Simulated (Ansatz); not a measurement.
Structures of Bi$_{2}$TeO$_{4}$: which is lowest?

Plane-wave DFT in Ansatz with scalar-relativistic PAW potentials, cutoff 420 eV, Γ-centred meshes chosen by cell and gap, Gaussian smearing with energies taken to zero width. Every cell was relaxed (cell and atoms) in a run of its own, within the symmetry of its start. Functional: PBE.

Relaxed structures (starts from databases or built by putting these elements on another compound's sites):
A. I4/mmm, 7 atoms in the computed cell, a = 4.192 Å, c = 13.492 Å; sites (symmetry × multiplicity) Bi 4mm × 4, Te 4/mmm × 2, O 4mm × 4 + mmm. × 4; start: built
B. P4/mmm, 7 atoms in the computed cell, a = 6.079 Å, c = 3.212 Å; sites (symmetry × multiplicity) Bi mmm. × 2, Te 4/mmm × 1, O m.2m × 4; start: built

Q: Rank them by energy. Could pressure change the order?

A:
| structure | group | E − E(lowest) (meV/atom) | V (Å³/atom) | gap on mesh (eV) |
| --- | --- | --- | --- | --- |
| B | P4/mmm | 0.0 | 16.95 | 0.00 |
| A | I4/mmm | 29.0 | 16.93 | 0.00 |

B is lowest, 29 meV/atom under A. The two lowest differ in volume by under 3 %, too little for a first-order estimate of what pressure does to that pair (other pairs aren't weighed here); with rigid cells even 3 % in favour of the higher one would need about 9 GPa. Other structures may lie lower than all of these, and vibrations aren't counted.

Spin-orbit coupling is left out, which matters for the bands of heavy elements. For Tl, Pb and Bi spin-orbit coupling shifts energies too.